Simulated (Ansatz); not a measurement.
Level of theory: Ansatz, DFT PBE, scalar-relativistic, plane waves, PAW. All cells share a 420 eV cutoff and Γ-centred k meshes spaced at most about 0.3 Å⁻¹ (about 0.25 or finer for metals, 2π included). No spin polarisation in the final relaxations.

All energies are static (0 K, no zero-point motion).

Two forms of AlIn2As2P were relaxed alike.

A.

```cif
data_structure
_symmetry_space_group_name_H-M 'P4mm'
_symmetry_Int_Tables_number 99
_cell_length_a 4.5546
_cell_length_b 4.5546
_cell_length_c 9.1361
_cell_angle_alpha 90.000
_cell_angle_beta 90.000
_cell_angle_gamma 90.000
_cell_volume 189.52
loop_
_atom_site_label
_atom_site_type_symbol
_atom_site_symmetry_multiplicity
_atom_site_Wyckoff_symbol
_atom_site_fract_x
_atom_site_fract_y
_atom_site_fract_z
_atom_site_occupancy
Al1 Al 1 a 0.00000 0.00000 0.78315 1
In1 In 1 b 0.50000 0.50000 0.19586 1
In2 In 1 a 0.00000 0.00000 0.10961 1
P1 P 1 a 0.00000 0.00000 0.52021 1
As1 As 2 c 0.50000 0.00000 0.41343 1
```

B.

```cif
data_structure
_symmetry_space_group_name_H-M 'P4/mmm'
_symmetry_Int_Tables_number 123
_cell_length_a 5.0725
_cell_length_b 5.0725
_cell_length_c 5.7407
_cell_angle_alpha 90.000
_cell_angle_beta 90.000
_cell_angle_gamma 90.000
_cell_volume 147.71
loop_
_atom_site_label
_atom_site_type_symbol
_atom_site_symmetry_multiplicity
_atom_site_Wyckoff_symbol
_atom_site_fract_x
_atom_site_fract_y
_atom_site_fract_z
_atom_site_occupancy
Al1 Al 1 b 0.00000 0.00000 0.50000 1
In1 In 2 h 0.50000 0.50000 0.25915 1
P1 P 1 a 0.00000 0.00000 0.00000 1
As1 As 2 f 0.00000 0.50000 0.00000 1
```

**Question.** Which form is favoured at zero pressure, and by what margin per atom?

**Answer.** B is lower, by 154 meV/atom. A has space group P4mm (No. 99), 31.6 Å³/atom and no gap on its mesh; B has space group P4/mmm (No. 123), 24.6 Å³/atom and no gap. Counting As or P atoms around Al and In (for each partner element, those within 1.25 times its shortest distance or 1.15 times the sum of covalent radii, where it is the nearest in units of that sum or under 1.3; the shortest distance is added where it is long for a bond; a slash parts the counts of unlike sites), A has Al 1, In 4/4 from 3.6 Å and B has Al 2 from 2.9 Å, In 4. The denser one is the lower, and pressure would at first widen the difference. Even the lower one lies +0.31 eV/atom against the reference forms of the elements (uncorrected), so neither is stable at this level. Both come from invented guesses. A third cell relaxed alike, in P4/mmm, lies 58 meV/atom below the lower of the two.

Cells relaxed within their symmetry can be saddle points.
